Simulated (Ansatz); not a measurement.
SnC (rock salt, space group No. 225) at seven volumes, DFT-PBE in the program Ansatz with PAW potentials, scaled uniformly. One row is withheld.

```tsv
V (Å³/atom)	P (GPa)
12.570	15.55
12.985	9.47
13.399	4.26
13.814	0.00
14.228	-3.62
14.642	?
15.057	-9.23
```

### Question
Fit the shown pressures and predict the withheld one.

### Answer
Third-order Birch–Murnaghan: P = (3/2)B₀(x^(7/2) − x^(5/2))[1 + (3/4)(B′ − 4)(x − 1)] with x = (V₀/V)^(2/3). Least squares on the six rows gives V₀ = 13.813 Å³/atom, B₀ = 131.5 GPa, B′ = 4.80. At V = 14.642, x = 0.9619 and P = -6.67 GPa. The run itself gave -6.77 GPa.

Space group Fm-3m (rock salt). The cell is a constructed one: a structure type filled with these elements; neither database checked (COD, Materials Project) lists it. Whether it is the stable phase at ambient conditions was not checked. The cell was relaxed with PBE under the symmetry of its start; whether a distortion lowers the energy is not shown. Spin–orbit coupling is left out wherever it is not named.

Potentials: the later of the program's two PAW sets.
